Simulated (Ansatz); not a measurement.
GaAs:
```xyz
2
Lattice="0.0000 2.6519 2.6519 2.6519 0.0000 2.6519 2.6519 2.6519 0.0000" Properties=species:S:1:pos:R:3 pbc="T T T"
As     0.0000     0.0000     0.0000
Ga     2.6519     2.6519     2.6519
```

Relaxed with PBEsol. Special points in fractions of this cell's reciprocal vectors: Γ (0.000, 0.000, 0.000); X (0.500, 0.000, 0.500); U (0.625, 0.250, 0.625); K (0.375, 0.375, 0.750); L (0.500, 0.500, 0.500); W (0.500, 0.250, 0.750).

Q: List the band energies nearest the Fermi level at these points for the program Ansatz at the PBEsol with spin–orbit coupling level (PAW).

A: In eV from the Fermi level; about four levels below and three above (degenerate sets whole), none deeper than 8.9 eV; points with the same levels are listed once.

```tsv
k	below	above
Γ	-0.21 -0.21	0.16 0.16 0.16 0.16
X	-2.79 -2.79 -2.61 -2.61	3.43 3.43 10.23 10.23
U	-1.99 -1.99 -0.48 -0.48	6.00 6.00 7.18 7.18
L	-7.90 -7.90	0.14 0.14 0.36 0.36
W	-4.66 -4.66 -4.60 -4.60	2.52 2.52 4.15 4.15
```

Space group Fm-3m (rock salt). The start of the workflow was typed in or built on a structure type; neither database checked (COD, Materials Project) lists it. It is not the phase usual at ambient conditions (space group No. 216). The cell was relaxed with PBEsol under the symmetry of its start; of distortions, only those at the zone centre were tested.

Potentials: the later of the program's two PAW sets.
